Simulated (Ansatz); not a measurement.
All numbers below come from DFT PBE, scalar-relativistic, plane waves, PAW (Ansatz 0.2.0). All cells share a 420 eV cutoff and Γ-centred k meshes spaced at most about 0.3 Å⁻¹ (about 0.25 or finer for metals, 2π included). No spin polarisation in the final relaxations.

All energies are static (0 K, no zero-point motion).

Two forms of Ir2Ru were relaxed alike.

A.

```yaml
crystal:
  lattice:
    - [2.74209, 0.00000, 0.00000]
    - [-1.37104, 2.37472, 0.00000]
    - [0.00000, 0.00000, 13.15563]
  atoms:
    - { symbol: Ru, position: [0.33333, 0.66667, 0.66520] }
    - { symbol: Ru, position: [0.33333, 0.66667, 0.33480] }
    - { symbol: Ir, position: [0.33333, 0.66667, 0.00000] }
    - { symbol: Ir, position: [0.66667, 0.33333, 0.82910] }
    - { symbol: Ir, position: [0.66667, 0.33333, 0.17090] }
    - { symbol: Ir, position: [0.66667, 0.33333, 0.50000] }
```

B.

```yaml
crystal:
  lattice:
    - [2.74101, 0.00000, 0.00000]
    - [-1.37050, 2.37378, 0.00000]
    - [0.00000, 0.00000, 13.17290]
  atoms:
    - { symbol: Ru, position: [0.66667, 0.33333, 0.92050] }
    - { symbol: Ru, position: [0.33333, 0.66667, 0.07950] }
    - { symbol: Ir, position: [0.66667, 0.33333, 0.24452] }
    - { symbol: Ir, position: [0.66667, 0.33333, 0.58466] }
    - { symbol: Ir, position: [0.33333, 0.66667, 0.75548] }
    - { symbol: Ir, position: [0.33333, 0.66667, 0.41534] }
```

Question: Which placement of the atoms is lower in energy, and by how much?

Answer: A is lower, by 14 meV/atom. The two share one framework of sites and differ in which element sits where. A has Ru and Ir ordered on hcp sites, space group P-6m2 (No. 187), 14.3 Å³/atom and no gap on its mesh; B has Ru and Ir ordered on hcp sites, space group P-3m1 (No. 164), 14.3 Å³/atom and no gap. Counting all near atoms (those within 1.25 times the shortest distance at each site), A and B both have Ru 12, Ir 12. In A, Ru is surrounded by 6 Ir at 2.67–2.69 Å and 6 Ru at 2.74 Å; Ir on a site of symmetry -6m2 has 12 Ir at 2.74–2.75 Å; around Ir on a site of symmetry 3m lie 3 Ru at 2.67 Å and 9 Ir at 2.74–2.75 Å; 1 more site not described. In B, around Ru lie 9 Ru at 2.63–2.74 Å and 3 Ir at 2.69 Å; Ir on its first site has 3 Ru at 2.69 Å and 9 Ir at 2.74–2.75 Å; around Ir on its second site lie 12 Ir at 2.73–2.75 Å. Both come from invented guesses.

The k mesh leaves some 4 meV/atom of noise in the energy of each metallic cell. Spin–orbit coupling, which can matter for Ir, is left out. Cells relaxed within their symmetry can be saddle points.
